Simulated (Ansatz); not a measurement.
# MgRh: moving Mg off its site

MgRh, Pm-3m, a = 3.099 Å (as given, not relaxed at this level: -1.9 GPa). The structure is a COD entry; whether it is the stable form wasn't checked. Ansatz: PBEsol, PAW, 420 eV, Γ-centred 16×16×16 mesh on 2 atoms, Gaussian smearing 0.15 eV; no spin polarisation.

```yaml
crystal:
  lattice:
    - [3.09920, 0.00000, 0.00000]
    - [0.00000, 3.09920, 0.00000]
    - [0.00000, 0.00000, 3.09920]
  atoms:
    - { symbol: Mg, position: [0.00000, 0.00000, 0.00000] }
    - { symbol: Rh, position: [0.50000, 0.50000, 0.50000] }
```

Atom 1 (Mg) moves by x along the unit vector (0.000, 0.000, 1.000), with its periodic images; all else is held. y is the free energy of the cell over the start, F the force along the path summed over the moved atoms. Symmetry makes y even in x.

| x (Å) | y (meV) | F (eV/Å) |
| --- | --- | --- |
| -0.5000 | 676.9 | 2.60 |
| -0.2500 | 173.6 | 1.38 |
| 0.0000 | 0.0 | 0.00 |
| 0.0625 | 10.9 | -0.35 |
| 0.1250 | 43.6 | -0.70 |
| 0.1875 | 98.0 | -1.04 |
| 0.3125 | 270.1 | -1.71 |
| 0.3750 | 386.7 | -2.02 |
| 0.4375 | ? | ? |

Task: Fit y = c2 x² + c4 x⁴ to the energies of the other rows, give the force constant, and predict energy and force of the missing row.

Result: Least squares on the rows shown. y = 2802.6 x² − 379.64 x⁴. The force constant is 2 c2 = 5.61 eV/Å² (for all images moving together, not for a lone atom). With two atoms in a cubic cell this is the optical mode at Γ (in a metal it hangs on mesh and smearing): ω = 521.5 √(2 c2/μ) = 278 cm⁻¹ for μ = 19.66 u. The force −dy/dx at the missing row is -2.33 eV/Å (computed -2.32). At x = 0.4375 the fit asked for gives 522.5 meV. The run gave 522.7 meV, so the fit is 0.2 meV too low, a small miss on the scale of the series.